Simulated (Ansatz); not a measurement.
input.yaml

```yaml
crystal:
  lattice:
    - [3.1691551016, 0.0, 0.0]
    - [-1.5845775508, 2.7445688265, 0.0]
    - [0.0, 0.0, 5.105016577]
  atoms:
    - { symbol: Zn, position: [0.3333333333, 0.6666666667, 0.4996921304] }
    - { symbol: Zn, position: [0.6666666667, 0.3333333333, -0.0003078696] }
    - { symbol: O, position: [0.6666666667, 0.3333333333, 0.3793178696] }
    - { symbol: O, position: [0.3333333333, 0.6666666667, 0.8793178696] }
basis:
  ecutwfc: 500
kpoints:
  mp_grid: { grid: [12, 12, 6] }
hamiltonian:
  xc: r2scan
scf:
  occupations: { method: gaussian, width: 0.02 }
output:
  forces: true
  stress: true
  eigenvalues: true
  write_density: true
  write_potential: true
  elf: true
  volumetric_format: npy
relax:
  adjacent_minimum: "off"
  f_tol: 0.01
  max_steps: 30
  cell: { stress_tol: 0.1, fix: [volume] }
```

Launched with
```bash
ansatz run input.yaml --threads 1 --pin off --max-ram 2560MiB --backend cpu --events-out ev --progress --plain --runs-dir out
```

Method: DFT r2SCAN, scalar-relativistic, plane waves, PAW (Ansatz 0.2.0).

From the run's log, abridged (iterations and final results):

```
SCF iter   1: F=—  HF=-7789.734980 eV  |F-HF|=—  |Δ(HF+E_count)|=         —  Δρ=2.10e-2  dr2=9.57e-2  dr2_τ=1.18e-1  ethr=1.77e-3  ⟨swp⟩=5.9  Hψ=7475  notcnv=0
SCF iter   2: F=—  HF=-7789.767790 eV  |F-HF|=—  |Δ(HF+E_count)|=   3.28e-2  Δρ=5.23e-3  dr2=9.98e-3  dr2_τ=6.97e-4  ethr=2.66e-4  ⟨swp⟩=2.2  Hψ=3822  notcnv=0
SCF iter   3: F=—  HF=-7789.765103 eV  |F-HF|=—  |Δ(HF+E_count)|=   2.69e-3  Δρ=4.98e-3  dr2=5.60e-3  dr2_τ=2.15e-4  ethr=2.77e-5  ⟨swp⟩=2.0  Hψ=3191  notcnv=0
SCF iter   4: F=—  HF=-7789.763865 eV  |F-HF|=—  |Δ(HF+E_count)|=   1.24e-3  Δρ=6.25e-4  dr2=1.16e-4  dr2_τ=2.25e-5  ethr=1.56e-5  ⟨swp⟩=3.0  Hψ=3177  notcnv=0
SCF iter   5: F=—  HF=-7789.763952 eV  |F-HF|=—  |Δ(HF+E_count)|=   8.73e-5  Δρ=2.86e-4  dr2=2.31e-5  dr2_τ=1.56e-6  ethr=3.21e-7  ⟨swp⟩=2.2  Hψ=2797  notcnv=0
SCF iter   6: F=—  HF=-7789.763970 eV  |F-HF|=—  |Δ(HF+E_count)|=   1.78e-5  Δρ=4.44e-5  dr2=4.27e-7  dr2_τ=5.07e-8  ethr=6.43e-8  ⟨swp⟩=2.0  Hψ=2870  notcnv=0
SCF iter   7: F=—  HF=-7789.763971 eV  |F-HF|=—  |Δ(HF+E_count)|=   9.18e-7  Δρ=1.56e-5  dr2=1.14e-7  dr2_τ=3.51e-9  ethr=2.78e-10  ⟨swp⟩=9.1  Hψ=14357  notcnv=0
SCF iter   8: F=-7789.763971 eV  HF=-7789.763971 eV  |F-HF|=1.43e-8  |Δ(HF+E_count)|=   1.42e-8  Δρ=7.09e-6  dr2=2.19e-8  dr2_τ=1.05e-9  ethr=2.78e-10  ⟨swp⟩=7.2  Hψ=10106  notcnv=0
SCF 1 converged in 8 iterations: F = -7789.763971 eV  dr2 = 2.19e-8
relax step   1: F+E_penalty+E_count = -7789.76397112 eV  Δ(F+E_penalty+E_count) = +0.000e0 eV  max|allowed force component| = 1.916e-3 eV/Å  Δτ_max = 0.0000 Å  P = +10.636 GPa  Ω = 44.403 Å³  fix = [volume]  reactions: volume +10.636 GPa (8 SCF iters, dr2 threshold 1.00e-7 eV, accepted)
Initial density: handed on by an earlier stage of this run
Initial wavefunctions: pseudopotential atomic-orbital guess (no wavefunctions were taken with the density)
SCF iter   1: F=—  HF=-7789.763971 eV  |F-HF|=—  |Δ(HF+E_count)|=         —  Δρ=6.87e-6  dr2=2.02e-8  dr2_τ=9.70e-10  ethr=1.45e-7  ⟨swp⟩=3.0  Hψ=12080  notcnv=0
SCF iter   2: F=—  HF=-7789.763971 eV  |F-HF|=—  |Δ(HF+E_count)|=   4.66e-7  Δρ=2.94e-6  dr2=2.12e-9  dr2_τ=4.59e-10  ethr=5.62e-11  ⟨swp⟩=2.0  Hψ=3039  notcnv=0
SCF iter   3: F=—  HF=-7789.763971 eV  |F-HF|=—  |Δ(HF+E_count)|=  3.79e-10  Δρ=1.37e-6  dr2=5.35e-10  dr2_τ=2.88e-11  ethr=5.88e-12  ⟨swp⟩=1.0  Hψ=1719  notcnv=0
SCF iter   4: F=-7789.763971 eV  HF=-7789.763971 eV  |F-HF|=1.46e-10  |Δ(HF+E_count)|=  1.93e-10  Δρ=5.89e-7  dr2=7.66e-11  dr2_τ=1.65e-12  ethr=1.00e-12  ⟨swp⟩=6.0  Hψ=8515  notcnv=0
SCF 2 converged in 4 iterations: F = -7789.763971 eV  dr2 = 7.66e-11
SCF converged after 4 iterations
Free energy (F): -7789.763971 eV
Harris-Foulkes:  -7789.763971 eV  (|F-HF|=1.46e-10)
Internal energy: -7789.763971 eV  (E = F + TS)
E sigma→0 (E₀):  -7789.763971 eV
Fermi energy:    8.612025 eV
--- Per-component energies (eV) ---
  E_band       = 76.581625
  E_kinetic    = 616.523346
  E_local      = -3911.657516  (includes V_loc(G=0)·N_el)
  E_nonlocal   = 1343.030662
  E_hartree    = 1617.968057
  E_xc         = -394.265141
  E_vxc        = -317.764207  (∫ρ·V_xc dr)
  E_paw        = -4028.768086  (= ΣΔE_a)
  E_vpaw       = -908.656244  (= ΣTr[D̂ρ^β])
  E_aug_tail   = 0.001816  (compensation charges beyond the density's cutoff)
  E_vtau       = 19.167132  (kinetic-family band-sum trace: ∫τ·v_τ [+ j·A + Jᵃ·Aᵃ] dr)
  E_ewald      = -3032.167990
  E_core_change = -0.429119  (= ΣΔE_core)
  E_smearing   =  0.000000  (= −TS)
--- Forces (eV/Å), atoms counted from 1 ---
  atom   1  Zn     0.00000000     0.00000000     0.00200751
  atom   2  Zn     0.00000000     0.00000000     0.00200751
  atom   3  O      0.00000000     0.00000000    -0.00183677
  atom   4  O      0.00000000     0.00000000    -0.00183677
--- Stress (GPa, compression-positive) ---
       10.673768       0.000000       0.000000
        0.000000      10.673768       0.000000
        0.000000       0.000000      10.560157
  P = ⅓ Tr σ = 10.6359 GPa (106.359 kbar)
--- Band table (eV; the first three rows and the last of 76) ---
  k-point 0: bands = ["-11.7192", "-10.9229", "1.6949", "1.7492", "1.7492", "1.8151", "1.9777", "1.9777", "3.2262", "3.2262", "3.4663", "3.4663", "3.7647", "7.0567", "7.0567", "7.8280", "7.9480", "7.9480", "9.2758", "14.0731", "16.9997", "22.0409"]
  k-point 1: bands = ["-11.6687", "-10.9792", "1.6038", "1.7547", "1.7578", "1.7578", "1.9548", "1.9548", "3.2480", "3.2480", "3.4571", "3.4571", "4.0723", "7.1175", "7.1175", "7.3346", "7.8897", "7.8897", "9.8680", "13.7847", "17.2511", "22.0376"]
  k-point 2: bands = ["-11.5287", "-11.1308", "1.4897", "1.6162", "1.7859", "1.7859", "1.8986", "1.8986", "3.3039", "3.3039", "3.4257", "3.4257", "4.7885", "6.5147", "7.2830", "7.2830", "7.7292", "7.7292", "10.9251", "13.0430", "17.9471", "20.5479"]
  k-point 75: bands = ["-10.7694", "-10.7694", "1.7018", "1.7018", "1.9489", "1.9489", "2.6295", "2.6295", "3.2264", "3.2264", "3.8278", "3.8278", "4.0527", "4.0527", "5.0140", "5.0140", "6.5276", "6.5276", "16.5788", "16.5788", "16.9599", "16.9599"]
--- Relaxed structure (1 steps of the walk, 1 accepted, 1 SCFs on fresh bases) ---
  F+E_penalty+E_count = -7789.76397113 eV   max|allowed force component| = 1.922e-3 eV/Å   (the final SCF, on the basis selected at the relaxed cell)
  cell:  # Å, volume = 44.4033 Å³
    - [3.16915510, 0.0, 0.0]
    - [-1.58457755, 2.74456882, 0.0]
    - [0.0, 0.0, 5.105016577]
  atoms:
    - { symbol: Zn, position: [0.33333333, 0.66666666, 0.49969213] }
    - { symbol: Zn, position: [0.66666666, 0.33333333, -0.0003078696] }
    - { symbol: O, position: [0.66666666, 0.33333333, 0.37931786] }
    - { symbol: O, position: [0.33333333, 0.66666666, 0.87931786] }
```

The relaxation met its thresholds.

It took 32 s on 1 thread of Intel(R) Xeon(R) Processor @ 2.70GHz, on a shared host, peak memory 0.53 GiB.